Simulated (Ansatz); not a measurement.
## Collinear states of CoO

Computed with DFT PBEsol, scalar-relativistic, plane waves, PAW in Ansatz.

```
Co O
1.0
     0.00000    2.17448    2.17448
     2.17448    0.00000    2.17448
     2.17448    2.17448    0.00000
Co O
1 1
Direct
  0.00000 0.00000 0.00000
  0.25000 0.25000 0.25000
```

```
plane-wave cutoff                               : 420 eV
Γ-centred k-mesh                                : 16×16×16
occupation rule                                 : Gaussian smearing, 0.1 eV
list of starting moments (μB, in atom order)    : 3 0
check for lower electronic states after the SCF : off
```

Each order was relaxed in cell and atoms. A propagation vector, in units of the reciprocal vectors, doubles the cell, which takes an equally dense mesh. No Hubbard U is used, and semilocal functionals often make open-shell oxides metallic. Site moments are spin moments in atom-centred spheres that scale with the neighbour distance. The states are those that the runs reached from these starts; a lower one can exist.

Problem. Starts tried: no spin; ferromagnetic; antiferromagnetic, doubled cell, propagation vector (0, 0, 1/2). Which state comes out lowest, and what are the moments?

Solution. The lowest state is antiferromagnetic, reached from the start “antiferromagnetic, doubled cell, propagation vector (0, 0, 1/2)”, with site moments (μB) Co +1.85, O +0.14, Co -1.85, O -0.14.

```
                                                          start ends energy above lowest (meV/atom) site moments (μB) gap on mesh (eV) volume (Å³/atom)
                                                        no spin non-magnetic                             103                        none over 0.05             metal              9.92
                                                  ferromagnetic ferromagnetic                            31.2                     Co +1.52, O +0.17             metal             10.28
antiferromagnetic, doubled cell, propagation vector (0, 0, 1/2) antiferromagnetic                            0.00  Co +1.85, O +0.14, Co -1.85, O -0.14             metal             10.56
```

This zinc-blende form isn't the usual stable structure of the compound.

Cost: 3 runs of about 11 core-minutes in all, on Intel Xeon Processor @ 2.70GHz (shared hosts).